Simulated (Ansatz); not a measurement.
Property card for Sb₂Se₃

Sb$_{2}$Se$_{3}$:
```
Sb2Se3
1.0
    4.04310     0.00000     0.00000
   -2.02155     3.50143     0.00000
    0.00000     0.00000    10.12586
Sb Se
2 3
Cartesian
  0.00000   2.33429   1.88897
  2.02155   1.16714   8.23689
  0.00000   0.00000   0.00000
  0.00000   2.33429   6.69637
  2.02155   1.16714   3.42949
```

Space group P-3m1 (No. 164), La2O3 or Ni2Al3 type; conventional cell a = b = 4.0431 Å, c = 10.1259 Å, α = β = 90.00°, γ = 120.00°.

Method: the program Ansatz at the r²SCAN level (PAW). Geometry: relaxed at this level of theory. Other levels are named where they apply.

Cell and energy:

- Volume per atom = 28.67 Å³
- Density = 5.57 g/cm³
- Formation energy from the elements (no fitted shifts) = -0.26 eV/atom

Electronic structure:

- Band gap = 0.45 eV (smallest direct gap 0.45 eV)
- Valence-band maximum = on the Γ–M line, 5 % of the way from Γ
- Conduction-band minimum = at Γ
- Electron effective mass = 0.12, 0.12, 0.45 mₑ (principal values)
- Electron effective mass with spin–orbit coupling = 0.11, 0.11, 0.44 mₑ (principal values)
- Hole effective mass with spin–orbit coupling = 0.25, 3.1, 3.1 mₑ (principal values)
- Gap with spin–orbit coupling = 0.35 eV

Charges:

- Bader charges: Sb +1.00, Se -0.77 to -0.61 e

The cell is a constructed one: a structure type filled with these elements; neither database checked (COD, Materials Project) lists it. It is not the phase usual at ambient conditions (space group No. 62). The r²SCAN relaxation kept the symmetry of its start; whether a distortion lowers the energy is not shown. The references are the lowest solids computed at this level, not always the standard phases. Spin–orbit coupling is left out wherever it is not named.

Potentials: the earlier of the program's two PAW sets. The files were generated under PBE; for other functionals the program regenerates the frozen cores, and for LDA and PBEsol the local potential too.
